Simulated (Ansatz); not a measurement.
Cu4O:
```
Cu4O
1.0
    3.90647     0.00000     0.00000
    0.00000     3.90647     0.00000
    0.00000     0.00000     3.90647
Cu O
4 1
Direct
  0.00000   0.00000   0.00000
  0.00000   0.50000   0.50000
  0.50000   0.00000   0.50000
  0.50000   0.50000   0.00000
  0.50000   0.50000   0.50000
```

Relaxed with r²SCAN. Special points in fractions of this cell's reciprocal vectors: Γ (0.000, 0.000, 0.000); X (0.000, 0.500, 0.000); M (0.500, 0.500, 0.000); R (0.500, 0.500, 0.500).

List the band energies nearest the Fermi level at these points for DFT-r²SCAN in the program Ansatz with PAW potentials.

In eV from the Fermi level; about four levels below and three above (degenerate sets whole), none deeper than 8.9 eV; points with the same levels are listed once.

```csv
k,below,above
Γ,-1.87 -1.87 -1.87 -1.31,3.29 3.29 3.29
X,-2.30 -2.21 -1.87 -0.94,0.37 4.80 4.80
M,-2.12 -1.87 -1.87 -1.03,1.80 1.80 2.18
R,-1.28 -1.28 -1.28 -0.81 -0.81 -0.81,2.23 5.70 5.70 5.70
```

Space group Pm-3m. The start of the workflow was typed in or built on a structure type; neither database checked (COD, Materials Project) lists it. Its standing as an ambient phase is unchecked. Symmetry was held in the r²SCAN relaxation; its stability against distortions is not shown here. The workflow began spin-polarised and lost its moments. The volume moved by 18 % from the start of the relaxation. No Hubbard U is applied. The compound may be a true metal, but semilocal functionals without U, or a wrong spin order, can also close a gap.

Potentials: the earlier of the program's two PAW sets.
